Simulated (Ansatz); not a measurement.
**Question.** SiO₂ in space group P3_121 (No. 152; Si on 3a, O on 6c) is relaxed with plane-wave PAW PBEsol (Ansatz code). What lattice parameters of the conventional cell result?

**Answer.** a = 4.949 Å, c = 5.442 Å.

**Question.** Give the free coordinates with the occupied sites.

**Answer.** In one choice of origin and axes:

| atom | site | symmetry | x | y | z |
|---|---|---|---|---|---|
| Si | 3a | .2. | 0.5296 | 0.5296 | 0.0000 |
| O | 6c | 1 | 0.4125 | 0.2669 | 0.2145 |

**Question.** Is it a metal or does it have a gap at this level?

**Answer.** A gap of 5.72 eV, indirect.

The cell was relaxed with PBEsol under the symmetry of its start.

Potentials: the earlier of the program's two PAW sets. The files were generated under PBE; for other functionals the program regenerates the frozen cores, and for LDA and PBEsol the local potential too.
